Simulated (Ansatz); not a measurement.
## Lu₂CuBi₃: reading a single point

```yaml
crystal:
  lattice:
    - [4.22511, 0.00000, 0.00000]
    - [0.00000, 4.22511, 0.00000]
    - [0.00000, 0.00000, 9.30831]
  atoms:
    - { symbol: Bi, position: [0.00000, 0.50000, 0.38350] }
    - { symbol: Bi, position: [0.50000, 0.00000, 0.61650] }
    - { symbol: Lu, position: [0.00000, 0.50000, 0.73150] }
    - { symbol: Lu, position: [0.50000, 0.00000, 0.26850] }
    - { symbol: Bi, position: [0.50000, 0.50000, 0.00000] }
    - { symbol: Cu, position: [0.00000, 0.00000, 0.00000] }
```

Method: PBE, with U_eff = 6.25 eV on Lu f (all-electron-ortho-atomic projectors), spin-orbit coupling; PAW, plane waves to 420 eV, 5×5×3 Γ-centred mesh, fermi-dirac occupations (width 0.1 eV) (Ansatz 0.2.0), atoms fixed.

The state carries no moments; the state need not be the lowest.

(1) Give the Bader charges.

(2) Where is the largest force?

(3) Is there a gap?

(4) What does the stress say?

Origin: a known structure type with other elements, at an estimated volume, so it need not be a known compound. Caveats: started without moments under time reversal, so no moment could form.

Answers

(1) Bader charges in e: Lu +1.43, Cu -0.34, Bi -0.94 to -0.63. In the mean Lu gives up most and Bi takes most.

(2) The largest is on Bi2 (and as large on other atoms): 0.40 eV/Å, components (0.00, 0.00, 0.40). It makes 70° with the line to a nearest neighbour, Lu3 at 3.17 Å.

(3) It is a metal, with about 3.9 states/eV a cell as the mean within 0.25 eV of the Fermi level, mostly Bi p (52 %) and Lu d (38 %).

(4) The pressure is -1.5 GPa (compression positive), so with the atoms held at these fractions the cell would first shrink.
